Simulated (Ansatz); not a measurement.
This Al4Ni structure is the end of a relaxation. The cell was found from a structure generator's guess, not taken from experiment.

Theory: Ansatz 0.2.0, DFT PBE, scalar-relativistic, plane waves, PAW. Cutoff 420 eV, Γ-centred mesh, Gaussian smearing, no spin polarisation.

```xyz
5
Lattice="4.3363 0.0000 0.0000 -2.1681 3.7553 0.0000 0.0000 0.0000 5.3977" Properties=species:S:1:pos:R:3 pbc="T T T"
Al    0.0000    2.5036    1.3392
Al    0.0000    2.5036    4.0585
Al    2.1681    1.2518    4.0585
Al    2.1681    1.2518    1.3392
Ni    0.0000    0.0000    2.6989
```

Formation energies are uncorrected and refer to the elements' standard structures at the same level.

Q: What space group does it have?

A: P6/mmm (No. 191). Conventional cell: a = 4.336 Å, c = 5.398 Å. Al is surrounded by 3 Al at 2.50 Å, 2 Al at 2.68–2.72 Å and 3 Ni at 2.85 Å; around Ni lie 12 Al at 2.85 Å.

Q: How far does it lie from the elements in energy?

A: +0.21 eV/atom. The separate elements lie lower, so it is unstable against them.

Q: Is it a metal?

A: Yes, bands cross the Fermi level on the 12×12×8 mesh.

The last run used a 12×12×8 mesh (in the run's order of axes) for its 5-atom cell and Gaussian smearing of 0.10 eV. Trial moments died out on the coarse mesh, so the last step has no spin; another magnetic start might hold. A structure relaxed within its symmetry needn't be a true minimum. Another cell of Al4Ni relaxed alike, in P-3m1, lies 0.36 eV/atom lower, so this cell isn't the stable form at this level.
